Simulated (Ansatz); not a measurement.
Starting cell, TiO2 (rutile):

```
CELL_PARAMETERS angstrom
      4.64353     0.00000     0.00000
      0.00000     4.64353     0.00000
      0.00000     0.00000     2.96370
ATOMIC_POSITIONS crystal
  Ti 0.00000 0.00000 0.00000
  Ti 0.50000 0.50000 0.50000
  O  0.30512 0.30512 0.00000
  O  0.80512 0.19488 0.50000
  O  0.19488 0.80512 0.50000
  O  0.69488 0.69488 0.00000
```

In each cell atom 2 (Ti, nearest neighbour O at 1.958 Å; its periodic images, 3.0 Å or more away, move with it) moves by s·(0.707, 0.707, 0.000) (along Cartesian [110]), the rest being held.

These are PBE (plane waves to 420 eV, PAW, scalar-relativistic; Ansatz, a first-principles code) values and carry that method's errors. k mesh 6×6×9 (Γ-centred), Fermi-Dirac smearing 0.05 eV. E stands for the smeared free energy. F∥ is the force on the atom along that direction. The PAW data are Ansatz's earlier set. TiO2 is run without spin polarisation. TiO2 was relaxed with its symmetry unable to fall. The zero of ΔE is the undisplaced structure.

```csv
s (Å),ΔE (eV/cell),F∥ (eV/Å)
-0.200,[?],4.150
-0.160,[?],3.284
-0.120,[?],2.439
-0.080,0.064,1.614
-0.040,0.016,0.803
0.000,0.000,0.000
0.040,0.016,-0.803
0.080,0.064,-1.614
0.120,[?],-2.439
0.160,[?],-3.284
0.200,[?],-4.150
```

Problem. Complete the blanks.

Solution. 
- -0.200, ΔE (eV/cell): 0.408
- -0.160, ΔE (eV/cell): 0.260
- -0.120, ΔE (eV/cell): 0.145
- 0.120, ΔE (eV/cell): 0.145
- 0.160, ΔE (eV/cell): 0.260
- 0.200, ΔE (eV/cell): 0.408

(A displaced cell: forces are minus the slopes of the energy, force constants its curvatures, and phonons follow from these.)
